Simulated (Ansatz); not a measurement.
Data:

YSi2Rh2:
```xyz
5
Lattice="-2.0199 2.0199 4.9753 2.0199 -2.0199 4.9753 2.0199 2.0199 -4.9753" Properties=species:S:1:pos:R:3 pbc="T T T"
Rh     0.0000     2.0199     2.4876
Rh     2.0199     0.0000     2.4876
Y      0.0000     0.0000     0.0000
Si     0.0000     0.0000     3.7570
Si     0.0000     0.0000     6.1936
```

This is the r²SCAN-relaxed structure.

Q: All from the program Ansatz at the r²SCAN level (PAW), unless another level is named. Estimate the electronic character.

A: metallic (no gap).

Q: Next, the density of states at the Fermi level?

A: 0.45 states/eV per atom (mean over ±0.08 eV).

Q: Give the formation energy from the elements (no fitted shifts).

A: -1.20 eV/atom.

Space group I4/mmm. The workflow started from an entry of the Crystallography Open Database (COD). Its standing as an ambient phase is unchecked. Symmetry was held in the r²SCAN relaxation; its stability against distortions is not shown here. No spin polarisation was allowed. The references are the lowest solids computed at this level, not always the standard phases. Spin–orbit coupling is left out wherever it is not named.

Potentials: the later of the program's two PAW sets.
